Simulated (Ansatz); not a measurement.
One crystal and one scan (scan of one atom of the cell) at two levels, PBE-D3(BJ) (plane waves to 420 eV, PAW, scalar-relativistic; Ansatz, a program for electronic structure) and r2SCAN+rVV10 (plane waves to 500 eV, PAW, scalar-relativistic; Ansatz), each from its own relaxed cell and on its own mesh. The cell shown is that of PBE-D3(BJ).

SnSe2 (CdI2 type)

```xyz
6
Lattice="7.6806 0.0000 0.0000 -1.9201 3.3258 0.0000 0.0000 0.0000 6.0057" Properties=species:S:1:pos:R:3 pbc="T T T"
Sn     0.0000     0.0000     0.0000
Sn     3.8403     0.0000     0.0000
Se     0.0000     2.2172     1.5935
Se     3.8403     2.2172     1.5935
Se     1.9201     1.1086     4.4122
Se     5.7604     1.1086     4.4122
```

In this cell atom 1 (Sn, nearest neighbour Se at 2.730 Å; its periodic images, 3.8 Å or more away, move with it) is moved by s along Cartesian x, unit vector (1.000, 0.000, 0.000); all other atoms and the cell stay fixed.

Energies are smeared free energies. SnSe2 was relaxed with its symmetry unable to fall. Both scans cover s from -0.270 to 0.270 Å.

ΔE (meV/cell), each from the undisplaced structure of its own level:

```
s (Å)   PBE-D3(BJ)  r2SCAN+rVV10
------  ----------  ------------
-0.270         315      withheld
-0.216         200           220
-0.162         112           123
-0.108          50            55
-0.054          12            14
0.000            0             0
0.054           12            14
0.108           50            55
0.162          112           123
0.216          200           220
0.270          315      withheld
```

Question: Estimate the r2SCAN+rVV10 value at 0.270 from the PBE-D3(BJ) value there and the ratio of the two levels in the two nearest given rows on that side of the minimum.

Answer: At 0.216 and 0.162 the ratio r2SCAN+rVV10/PBE-D3(BJ) averages 1.099, which gives 1.099 × 315 = 346 meV/cell. The calculation gives 346 meV/cell, +9.8 % against PBE-D3(BJ).

(A displaced cell: forces are minus the slopes of the energy, force constants its curvatures, and phonons follow from these.)
